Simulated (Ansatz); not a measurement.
Ansatz run, LuBI

input.yaml (Ansatz 0.2.0)

```yaml
crystal:
  lattice:
    - [3.854193, 0.0, 0.0]
    - [0.0, 3.854193, 0.0]
    - [0.0, 0.0, 9.178744]
  atoms:
    - { symbol: Lu, position: [0.75, 0.75, 0.38386] }
    - { symbol: Lu, position: [0.25, 0.25, 0.61614] }
    - { symbol: I, position: [0.25, 0.25, 0.17918] }
    - { symbol: I, position: [0.75, 0.75, 0.82082] }
    - { symbol: B, position: [0.75, 0.25, 0.5] }
    - { symbol: B, position: [0.25, 0.75, 0.5] }
  symmetry: { tolerance: 0.0003 }
kpoints:
  mp_grid: { grid: [9, 9, 4], shift: [0, 0, 0] }
  band_path:
    path:
      - [0.0, 0.0, 0.0]
      - [0.0, 0.5, 0.0]
      - [0.5, 0.5, 0.0]
      - [0.0, 0.0, 0.0]
      - [0.0, 0.0, 0.5]
      - [0.0, 0.5, 0.5]
      - [0.5, 0.5, 0.5]
      - [0.0, 0.0, 0.5]
      - [0.0, 0.5, 0.0]
      - [0.0, 0.5, 0.5]
      - [0.5, 0.5, 0.0]
    npoints: 6
magnetization:
  spin_polarized: false
scf:
  occupations: { method: fermi_dirac }
  lower_state_search: "off"
  max_iter: 200
hamiltonian:
  pseudopotentials: { kind: paw }
  xc: r2scan
basis:
  ecutwfc: 500
  fft_grid_basis: typed
output:
  forces: true
  stress: true
  eigenvalues: true
  bader: true
  populations: true
  elf: true
  write_potential: true
  volumetric_format: npy
  dos:
    e_range: [-12, 8]
    de: 0.05
    projected: { site_lists: { B: [B], I: [I], Lu: [Lu] } }
checkpoint:
  read: saved_state
```

The saved state is an earlier solution for the same cell, perhaps on another mesh. 

Output (shortened):

```
Lu: projections on atomic orbitals take those of the free atom [Kr 4d10] 4f14 5s2 5p6 5d1 6s2, of charge +0.00 (hamiltonian.pseudopotentials.projection_atoms); the dataset's partial waves leave at most 5.1e-5 of an orbital's norm unspanned inside its sphere
Pseudopotentials: kind: paw
Pseudopotential: Lu, paw, valence charge 25, recommended cutoff 500 eV (meta_gga), Lu.paw.azcp
Pseudopotential: I, paw, valence charge 17, recommended cutoff 500 eV (meta_gga), I.paw.azcp
Pseudopotential: B, paw, valence charge 3, recommended cutoff 500 eV (meta_gga), B.paw.azcp
Functional definition: r2SCAN
  exchange = r2scan_x(k0 = k0, k1 = k1, a1 = a1)
  correlation = r2scan_c
Crystal: 6 atoms, lattice volume = 136.348 Å³
Basis set: ecut = 500 eV, 3389 PW (Γ), exchange–correlation on 120×120×288 points (64 copies of the dense FFT grid, shifted against one another)
Bands: 54, of which v1, the nominal top of the filled ones, is band 45 counted from 1 (44 counted from 0)
Symmetry: 16 space group operations
Space group: P4/nmm (ITA 129), of the structure as read, at distance tolerance 1.5e-3 Å
k-points: 45 of 324
Initial density: read from a saved state, or passed on in memory by an earlier SCF of this step, an earlier step, the calling program or the single point that the run made first
Functional: x = r2scan, c = r2scan; τ floored in thin density (d = 2e-4 eV/Å³)
SCF iter   1: F=-44855.0966 eV  Δρ=1.35e-3  dr2=2.50e-3  dr2_τ=3.83e-4
SCF iter   2: F=-44855.0976 eV  Δρ=5.01e-4  dr2=2.83e-4  dr2_τ=1.75e-5
SCF iter   3: F=-44855.0966 eV  Δρ=6.59e-4  dr2=5.21e-4  dr2_τ=2.15e-5  recentre
SCF iter   4: F=-44855.0979 eV  Δρ=1.03e-4  dr2=3.06e-5  dr2_τ=7.29e-7
SCF iter   5: F=-44855.0980 eV  Δρ=3.18e-5  dr2=1.20e-6  dr2_τ=1.07e-7
SCF iter   6: F=-44855.0980 eV  Δρ=9.58e-6  dr2=1.00e-7  dr2_τ=1.01e-8
SCF iter   7: F=-44855.0980 eV  Δρ=2.77e-6  dr2=1.14e-8  dr2_τ=4.10e-10
Free energy (F): -44855.0980 eV
Harris-Foulkes:  -44855.0980 eV  (|F-HF|=2.86e-9)
Internal energy: -44854.9726 eV  (E = F + TS)
E sigma→0 (E₀):  -44855.0353 eV
Entropy (-TS):   -0.1254 eV (-20.895 meV/atom)
Fermi energy:    10.1824 eV
--- Per-component energies (eV) ---
  E_band       = -766.6972
  E_kinetic    = 1332.2894
  E_local      = -21089.0088  (includes V_loc(G=0)·N_el)
  E_nonlocal   = 979.4035
  E_hartree    = 9525.7581
  E_xc         = -740.4719
  E_vxc        = -956.0830  (∫ρ·V_xc dr)
  E_paw        = -24604.0857  (= ΣΔE_a)
  E_vpaw       = -137.4105  (= ΣTr[D̂ρ^β])
  E_aug_tail   =  0.0000  (compensation charges beyond the density's cutoff)
  E_vtau       = 52.5932  (kinetic-family band-sum trace: ∫τ·v_τ [+ j·A + Jᵃ·Aᵃ] dr)
  E_ewald      = -10260.3214
  E_core_change = 1.4643  (= ΣΔE_core)
  E_smearing   = -0.1254  (= −TS)
--- Forces (eV/Å), atoms counted from 1 ---
  atom   1  Lu     0.0000     0.0000    -5.4356
  atom   2  Lu     0.0000     0.0000     5.4356
  atom   3  I      0.0000     0.0000    -0.0807
  atom   4  I      0.0000     0.0000     0.0807
  atom   5  B      0.0000     0.0000     0.0000
  atom   6  B      0.0000     0.0000     0.0000
--- Stress (GPa, compression-positive) ---
       11.7083       0.0000       0.0000
        0.0000      11.7083       0.0000
        0.0000       0.0000      14.4938
  P = ⅓ Tr σ = 12.6368 GPa (126.368 kbar)
--- Bader charges: 6 sites ---
  site symbol  charge [e]  shift [e]
     0     Lu      1.5053     0.0002
     1     Lu      1.5053     0.0002
     2      I     -0.5511     0.0000
     3      I     -0.5510     0.0000
     4      B     -0.9543     0.0002
     5      B     -0.9543     0.0002
```

Origin: a known structure type with other elements, at an estimated volume, so it need not be a known compound. Caveats: many states at the Fermi level without spin polarisation, so a magnetic state may lie lower; atoms or cell far from equilibrium.
